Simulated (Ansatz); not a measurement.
An Ansatz (a program for electronic structure) run. Input:

Ansatz 0.2 input:
```yaml
crystal:
  lattice:
    - [5.0359160386, 0.0, 0.0]
    - [-2.5179580193, 4.3612312207, 0.0]
    - [0.0, 0.0, 8.5650592894]
  atoms:
    - { symbol: Si, position: [0.6666666667, 0.3333333333, 0.9370472604] }
    - { symbol: Si, position: [0.3333333333, 0.6666666667, 0.4370472604] }
    - { symbol: Si, position: [0.6666666667, 0.3333333333, 0.5629527396] }
    - { symbol: Si, position: [0.3333333333, 0.6666666667, 0.0629527396] }
    - { symbol: O, position: [0.0, 0.4132736739, 0.0] }
    - { symbol: O, position: [0.5867263261, 0.0, 0.5] }
    - { symbol: O, position: [0.5867263261, 0.5867263261, 0.0] }
    - { symbol: O, position: [0.0, 0.5867263261, 0.5] }
    - { symbol: O, position: [0.4132736739, 0.0, 0.0] }
    - { symbol: O, position: [0.4132736739, 0.4132736739, 0.5] }
    - { symbol: O, position: [0.6666666667, 0.3333333333, 0.75] }
    - { symbol: O, position: [0.3333333333, 0.6666666667, 0.25] }
kpoints:
  mp_grid: { grid: [4, 4, 2] }
hamiltonian:
  xc: hse06
  pseudopotentials: { kind: paw }
scf:
  n_extra_bands: 12
  occupations: { method: fixed }
output:
  eigenvalues: true
  eigenstates:
    e_range: [-9.0, 17.3]
    kpoints:
      - [0.0, 0.0, 0.1875]  # VBM
      - [0.0, 0.0, 0.0]  # CBM
      - [0.0, 0.0, 0.0]  # GAMMA
      - [0.0, 0.0, 0.5]  # A
      - [0.3333333333, 0.3333333333, 0.0]  # K
      - [0.3333333333, 0.3333333333, 0.5]  # H
      - [0.5, 0.0, 0.0]  # M
      - [0.5, 0.0, 0.5]  # L
```

Output (shortened):

```
Pseudopotential: Si, paw, valence charge 4
Pseudopotential: O, paw, valence charge 6
Functional definition: HSE06
davidson cushion auto → on  (no smearing: the cushion is to keep the highest requested band from converging to the state above it …
Crystal: 12 atoms, lattice volume = 188.113 Å³
Basis set: ecut = 420 eV, 3719 PW (Γ)
Bands: 44, of which v1, the nominal top of the filled ones, is band 32 counted from 1 (31 counted from 0)
Symmetry: 12 space group operations
Space group: P6322 (ITA 182), of the structure as read, at distance tolerance 5.7e-5 Å
k-points: 8 of 32
SCF iter   1: F=—  HF=-7096.284385 eV  |F-HF|=—  |Δ(HF+E_count)|=         —  Δρ=9.81e-4  dr2=8.42e-4  ethr=1.77e-3  ⟨swp⟩=2.0  Hψ=2720  notcnv=0
preconditioner: auto → none
SCF iter   2: F=-7096.286684 eV  HF=-7096.286048 eV  |F-HF|=6.35e-4  |Δ(HF+E_count)|=   1.66e-3  Δρ=4.85e-4  dr2=1.32e-4  ethr=1.32e-6  ⟨swp⟩=5.0  Hψ=1223  notcnv=0
SCF 1 stopped early in 2 iterations: F = -7096.286684 eV  dr2 = 1.32e-4
Crystal: 12 atoms, lattice volume = 188.113 Å³
Exchange kernel: α = 0.2500, screened, ω = 0.2079 Å⁻¹, Wigner–Seitz truncation, v(0) = 1043.1717 eV·Å³, q-mesh 4×4×2, nearest image of the exchange supercell L …
Frozen-core exchange: fock
SCF iter   1: F=—  HF=-7097.746972 eV  |F-HF|=—  |Δ(HF+E_count)|=         —  Δρ=6.14e-3  dr2=5.52e-2  ethr=2.06e-6  ⟨swp⟩=8.4  Hψ=1990  notcnv=0
preconditioner: auto → none
SCF iter   2: F=—  HF=-7097.729149 eV  |F-HF|=—  |Δ(HF+E_count)|=   1.78e-2  Δρ=3.45e-3  dr2=8.83e-3  ethr=2.06e-6  ⟨swp⟩=4.4  Hψ=1428  notcnv=0
SCF iter   3: F=—  HF=-7097.746521 eV  |F-HF|=—  |Δ(HF+E_count)|=   1.74e-2  Δρ=1.37e-3  dr2=3.44e-3  ethr=2.06e-6  ⟨swp⟩=4.6  Hψ=1170  notcnv=0
iter 4 solved again at ethr=2.15e-8 eV; its pass at ethr=2.06e-6 eV (dr2=1.38e-5 eV) is discarded
SCF iter   4: F=—  HF=-7097.745377 eV  |F-HF|=—  |Δ(HF+E_count)|=   1.14e-3  Δρ=1.12e-4  dr2=4.13e-5  ethr=2.15e-8  ⟨swp⟩=3.9  Hψ=2086  notcnv=0
SCF iter   5: F=—  HF=-7097.745611 eV  |F-HF|=—  |Δ(HF+E_count)|=   2.34e-4  Δρ=1.51e-4  dr2=3.53e-5  ethr=2.15e-8  ⟨swp⟩=5.2  Hψ=1372  notcnv=0
SCF iter   6: F=-7097.745598 eV  HF=-7097.745601 eV  |F-HF|=2.68e-6  |Δ(HF+E_count)|=   1.03e-5  Δρ=4.44e-5  dr2=3.87e-6  ethr=2.15e-8  ⟨swp⟩=4.0  Hψ=1204  notcnv=0
SCF 2 stopped early in 6 iterations: F = -7097.745598 eV  dr2 = 3.87e-6
hybrid outer 1: dexx = +2.163e-2 eV, tail = 3.72e-5 eV
Crystal: 12 atoms, lattice volume = 188.113 Å³
Exchange kernel: α = 0.2500, screened, ω = 0.2079 Å⁻¹, Wigner–Seitz truncation, v(0) = 1043.1717 eV·Å³, q-mesh 4×4×2, nearest image of the exchange supercell L …
Frozen-core exchange: fock
SCF iter   1: F=—  HF=-7097.745761 eV  |F-HF|=—  |Δ(HF+E_count)|=         —  Δρ=4.46e-5  dr2=1.61e-6  ethr=2.91e-7  ⟨swp⟩=3.5  Hψ=842  notcnv=0
preconditioner: auto → none
SCF iter   2: F=—  HF=-7097.745761 eV  |F-HF|=—  |Δ(HF+E_count)|=   6.69e-7  Δρ=1.78e-5  dr2=4.95e-7  ethr=2.26e-9  ⟨swp⟩=5.0  Hψ=1378  notcnv=0
SCF iter   3: F=-7097.745761 eV  HF=-7097.745761 eV  |F-HF|=1.89e-8  |Δ(HF+E_count)|=   6.79e-8  Δρ=6.77e-6  dr2=8.62e-8  ethr=5.16e-10  ⟨swp⟩=2.6  Hψ=785  notcnv=0
SCF 3 converged in 3 iterations: F = -7097.745761 eV  dr2 = 8.62e-8
hybrid outer 2: dexx = +4.288e-7 eV, tail = 1.85e-7 eV, Δε = 1.19e-3 eV (about 1.03e-4 eV left of the loop's levels)
the search or the solves at the SCF's close seem to have found levels that the self-consistency loop had missed (the run counts 1) …
NSCF: frozen V_eff on 8 k-points
hybrid SCF converged: 2 outer / 9 inner (+2 warm-up), last move |dexx| = 4.29e-7 eV, tail = 1.85e-7 eV
Stability not checked (fock_operator)
Free energy (F): -7097.745762 eV
Frozen-core exchange: fock
Harris-Foulkes:  -7097.745762 eV  (|F-HF|=1.89e-8)
Internal energy: -7097.745762 eV  (E = F + TS)
E sigma→0 (E₀):  -7097.745762 eV
Fermi energy:    -0.640465 eV
--- Per-component energies (eV) ---
  E_band       = -516.471668
  E_kinetic    = 1620.718967
  E_local      = -4927.067835  (includes V_loc(G=0)·N_el)
  E_nonlocal   = 469.925694
  E_hartree    = 1849.350098
  E_xc         = -657.115707
  E_vxc        = -756.821329  (∫ρ·V_xc dr)
  E_exx        = -184.573525  (= α·E_x^exact, valence–valence)
  E_paw        = -3303.545069  (= ΣΔE_a)
  E_vpaw       = -252.796467  (= ΣTr[D̂ρ^β])
  E_aug_tail   = 0.020788  (compensation charges beyond the density's cutoff)
  E_ewald      = -1965.009428
  E_core_change = -0.449744  (= ΣΔE_core)
  E_smearing   =  0.000000  (= −TS)
  E_closure    = 0.000000  (closes the sum)
  Σ components = -7097.745762   (vs F -7097.745762, Δ=9.09e-13)
  [band-id]    e_kinetic+e_local+e_nonlocal+2·e_hartree+e_vxc+2·e_exx+e_vpaw+e_augmentation_tail = -516.467037   (vs E_band -516.471668, Δ=4.63e-3)
--- Band table (eV; the first three rows and the last of 8) ---
  k-point 0: bands = ["-21.6151", "-21.1886", "-20.1372", "-19.4631", "-19.4403", "-19.4403", "-19.4290", "-19.4290", "-10.7805", "-9.4457", "-7.4179", "-6.6636", "-6.6252", "-6.6252", "-6.4180", "-6.4180", "-3.8200", "-3.3761", "-3.3761", "-2.9826", …
  k-point 1: bands = ["-21.4416", "-21.4416", "-19.7644", "-19.7644", "-19.4365", "-19.4365", "-19.4328", "-19.4328", "-10.2104", "-10.2104", "-6.9396", "-6.9396", "-6.6268", "-6.6268", "-6.4127", "-6.4127", "-3.2712", "-3.2712", "-3.2599", "-3.2599", …
  k-point 2: bands = ["-21.4452", "-21.0009", "-20.3396", "-19.7087", "-19.4723", "-19.4645", "-19.4549", "-19.4418", "-10.3556", "-9.0357", "-7.9360", "-6.8425", "-6.5858", "-6.3995", "-6.2153", "-6.1605", "-3.8369", "-3.5227", "-3.3612", "-3.2014", …
  k-point 7: bands = ["-21.0205", "-21.0205", "-20.2892", "-20.2892", "-19.4763", "-19.4763", "-19.4684", "-19.4684", "-9.3565", "-9.3565", "-7.6567", "-7.6567", "-6.2343", "-6.2343", "-6.0640", "-6.0640", "-3.7678", "-3.7678", "-3.5638", "-3.5638", …
```

Cost: very roughly 6 core-minutes on shared cores.

The points marked VBM and CBM come from a semilocal run.

Space group P6_322. The workflow started from a Materials Project entry (that database holds measured and hypothetical structures alike); the Crystallography Open Database copy checked does not list it. It is not the phase usual at ambient conditions (space group No. 92, 152, 154). The r²SCAN relaxation kept the symmetry of its start; its stability against distortions is not shown here.

Potentials: the later of the program's two PAW sets.

Ansatz is a plane-wave DFT program.
